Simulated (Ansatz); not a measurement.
CsSnI3 (Pnma), relaxed and computed with several functionals in Ansatz (plane waves, PAW). Much of their spread follows the volume that each gives.

```json
[
 {"functional": "r²SCAN", "V (Å³/atom)": "45.44", "K_Hill (GPa)": "13.0"},
 {"functional": "LDA", "V (Å³/atom)": "40.08", "K_Hill (GPa)": "18.5"},
 {"functional": "PBEsol", "V (Å³/atom)": "42.67", "K_Hill (GPa)": "?"},
 {"functional": "PBE", "V (Å³/atom)": "47.31", "K_Hill (GPa)": "9.6"}
]
```

Task: Fit a straight line to ln K against ln V and predict the withheld value.

Result: Least squares on the 3 shown rows: ln K = -3.68 × ln V + (16.521), with a scatter of 6.7 %. For PBEsol this gives 15.0. The run itself gave 13.5, a miss of 11.1 % of that.

All cells were relaxed under the symmetry of their starts (and spin orders); stability against distortions was not tested throughout. Spin–orbit coupling is left out wherever it is not named.

Potentials: the later of the program's two PAW sets.

Ansatz (a first-principles code) is a plane-wave DFT program.
